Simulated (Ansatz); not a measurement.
The calculation used DFT PBE, scalar-relativistic, plane waves, PAW (Ansatz). Settings of the last relaxation (5-atom cell): 420 eV, 18×18×18 k points, Gaussian smearing of 0.10 eV, collinear spin.

Formation energies are uncorrected and refer to the elements' standard structures at the same level.

Question: Give a relaxed trial structure of a trigonal metal with formula Fe₂Pt₃, with a formation energy near −0.14 eV/atom, about 14 Å³ per atom and a net moment near 1.4 μB per atom, in a cell of 5 atoms. Its symmetry should be R-3m (No. 166).

Answer: Fe₂Pt₃, space group R-3m (No. 166). Fe is surrounded by 6 Pt at 2.64–2.70 Å and 6 Fe at 2.75 Å; Pt on a site of symmetry 3m has 3 Fe at 2.64 Å, 6 Pt at 2.75 Å and 3 Pt at 2.94 Å; around Pt on a site of symmetry -3m lie 6 Fe at 2.70 Å and 6 Pt at 2.75 Å.

```
CELL_PARAMETERS angstrom
1.37369 0.79310 11.08508
-1.37369 0.79310 11.08508
0.00000 -1.58620 11.08508
ATOMIC_POSITIONS crystal
Fe 0.89909 0.89909 0.89909
Fe 0.10091 0.10091 0.10091
Pt 0.29603 0.29603 0.29603
Pt 0.50000 0.50000 0.50000
Pt 0.70397 0.70397 0.70397
```

| Item | Value |
| --- | --- |
| Volume per atom | 14.49 Å³ |
| Density | 15.97 g/cm³ |
| Energy over the elements | −0.14 eV/atom |
| Gap on the 18×18×18 mesh of the 5-atom cell | 0 eV (a metal) |
| Net moment per atom | 1.39 μB |
| Moment by site | Fe 3.0 (×2); Pt 0.3 (×3) μB |

It was reached by relaxing an invented guess, and it needn't be the stable form of this composition. The answer needn't be unique; the calculation gave this one.

These runs have no spin–orbit coupling, which can matter for Pt. The magnetic state reached may not be the lowest. A structure relaxed within its symmetry needn't be a true minimum. Site moments count only spheres around the atoms; the net moment includes the space between them.
